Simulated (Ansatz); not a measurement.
Compressing AuTe2: a fit and a missing row

AuTe2, P-3m1, a = 4.155 Å, c = 5.084 Å. The structure is a COD entry; whether it is the stable form wasn't checked. Ansatz: PBEsol, PAW, 420 eV, Γ-centred 12×12×8 mesh on 3 atoms, Gaussian smearing 0.10 eV; no spin polarisation. Shape and atoms are relaxed at each volume; pressure is positive in compression.

| V (Å³/atom) | P (GPa) |
| --- | --- |
| 22.302 | ? |
| 23.063 | 9.65 |
| 23.823 | 5.82 |
| 24.583 | 2.63 |
| 25.344 | -0.01 |
| 26.104 | -2.18 |
| 26.864 | -3.95 |
| 27.878 | -5.77 |

Question: Take V0 = 25.344 Å³/atom, count pressures from its P0 = -0.01 GPa, fit the third-order Birch–Murnaghan form to the other rows, and predict the missing pressure.

Answer: With the Eulerian strain f = ½[(V0/V)^(2/3) − 1] and y = (P − P0)/[3f(1 + 2f)^(5/2)], the form is the line y = B0 + 1.5 B0 (B0′ − 4) f. Rows (f, y): 0.03245, 84.8; 0.02106, 83.2; 0.01027, 81.4; -0.00975, 77.9; -0.01904, 76.0; -0.03078, 73.1. Means f = 0.0007017, y = 79.400; Σ(Δf)² = 0.003004, ΣΔfΔy = 0.5491; the slope is their ratio. y = 79.27 + 182.8 f GPa, so B0 = 79.3 GPa and B0′ = 4 + 2 × (182.8)/(3 × 79.27) = 5.54. At V = 22.302, f = 0.04449, y = 87.40 and P = 14.43 GPa. The run gave 14.24 GPa, so the fit is 0.19 GPa too high, 0.95 % of the span of the series, against an rms of 0.03 GPa on the fitted rows. The row lies outside the fitted range. The points of y bend away from a line: a fourth-order term fitted to them gives P = 14.22 GPa at this row's volume (the line 14.43, the run 14.24).

Spin–orbit coupling is left out, which can shift energies with elements as heavy as these.